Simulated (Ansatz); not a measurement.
Task: Each is relaxed and computed with r²SCAN in the plane-wave PAW code Ansatz. Which alone has a direct gap?
(A) ZnS, NiAs type
(B) NaCl, NiAs type
(C) BeS, NiAs type
(D) CoO, NiAs type

Result: B, NaCl, NiAs type. NaCl: gap 5.24 eV (direct); CoO: gap 0.31 eV (indirect); BeS: gap 1.80 eV (indirect); ZnS: gap 0.82 eV (indirect). Spin orders computed, not proven ground states: CoO, NiAs type antiferromagnetic. Typed or built starts, not in the databases checked: CoO, NiAs type; BeS, NiAs type; ZnS, NiAs type. Not the usual ambient phase: NaCl, NiAs type; CoO, NiAs type; ZnS, NiAs type. All cells were relaxed under the symmetry of their starts (and spin orders); stability against distortions was not tested throughout. No Hubbard U is applied.

Potentials: the earlier of the program's two PAW sets.
